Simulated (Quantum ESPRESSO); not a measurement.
## Band energies of GaN

```xyz
4
Lattice="3.1838 0.0000 0.0000 -1.5919 2.7572 0.0000 0.0000 0.0000 5.1867" Properties=species:S:1:pos:R:3 pbc="T T T"
N      1.5919     0.9191     4.5426
N      0.0000     1.8382     1.9493
Ga     1.5919     0.9191     2.5891
Ga     0.0000     1.8382     5.1825
```

PBEsol (Quantum ESPRESSO, PseudoDojo norm-conserving, 84 Ry, with spin-orbit coupling); path ΓMKΓALHA,LM,KH; energies in eV from the valence-band maximum.

```
k (1/Å)  point  band 36  band 37  band 38  band 39  band 40  band 41  band 42  band 43
-------  -----  -------  -------  -------  -------  -------  -------  -------  -------
0.00         Γ     0.00     1.91     1.91     4.23     4.23     9.11     9.11     9.73
0.68              -0.66     4.63     4.66     5.78     5.79     6.89     6.90     8.37
1.14         M    -1.01     4.96     4.96     5.53     5.53     5.96     5.96     8.57
1.36              -1.48     5.69     5.70     5.75     5.77     6.11     6.12     8.50
1.80         K    -2.77     5.03     5.03     7.79     7.79     7.80     7.80     8.31
2.02              -2.30     5.31     5.31     7.13     7.14     7.92     7.93     7.97
2.67              -0.41     3.75     3.76     5.89     5.91     8.11     8.13     8.16
3.11         Γ     0.00     1.91     1.91     4.23     4.23     9.11     9.11     9.73
3.36              -0.10     2.79     2.79     4.30     4.30     8.85     8.85     9.68
3.72         A    -0.53     4.23     4.23     4.23     4.23     8.40     8.40     8.40
4.03              -0.82     4.94     4.94     4.96     4.96     7.80     7.80     7.83
4.65              -1.86     4.48     4.48     4.48     4.48     7.76     7.76     7.76
4.86         L    -1.91     4.32     4.32     4.32     4.32     7.72     7.72     7.72
5.30              -1.55     5.74     5.74     5.77     5.77     7.83     7.83     7.85
5.52         H    -1.49     6.35     6.35     6.38     6.38     7.20     7.20     7.23
5.87              -1.68     5.74     5.74     5.77     5.77     7.94     7.94     7.96
6.39              -1.16     5.33     5.33     5.36     5.36     7.53     7.53     7.57
6.83         A    -0.53     4.23     4.23     4.23     4.23     8.40     8.40     8.40
6.83         L    -1.91     4.32     4.32     4.32     4.32     7.72     7.72     7.72
7.44         M    -1.01     4.96     4.96     5.53     5.53     5.96     5.96     8.57
7.44         K    -2.77     5.03     5.03     7.79     7.79     7.80     7.80     8.31
8.04         H    -1.49     6.35     6.35     6.38     6.38     7.20     7.20     7.23
```

The PBEsol gap is direct, 1.91 eV at Γ.

Geometry relaxed with PBEsol.
